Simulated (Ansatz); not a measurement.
Here is the system:

NiGe$_{2}$:
```
CELL_PARAMETERS angstrom
     -2.94386     2.94386     2.57457
      2.94386    -2.94386     2.57457
      2.94386     2.94386    -2.57457
ATOMIC_POSITIONS crystal
  Ge 0.65912 0.15912 0.81824
  Ge 0.84088 0.65912 0.50000
  Ge 0.15912 0.34088 0.50000
  Ge 0.34088 0.84088 0.18176
  Ni 0.25000 0.25000 0.00000
  Ni 0.75000 0.75000 0.00000
```

This is the PBE-relaxed structure.

Question: All from PBE in the plane-wave PAW code Ansatz, unless another level is named. Give the electronic character.

Answer: metallic (no gap).

Question: What about the density of states at the Fermi level?

Answer: 0.55 states/eV per atom (mean over ±0.08 eV).

Question: Give the formation energy from the elements (no fitted shifts).

Answer: -10 kJ/mol of atoms.

Space group I4/mcm. The cell is a constructed one: a structure type filled with these elements; neither database checked (COD, Materials Project) lists it. Its standing as an ambient phase is unchecked. The PBE relaxation kept the symmetry of its start; its stability against distortions is not shown here. The workflow began spin-polarised and lost its moments. The references are the lowest solids computed at this level, not always the standard phases. Spin–orbit coupling is left out wherever it is not named.

Potentials: the later of the program's two PAW sets.
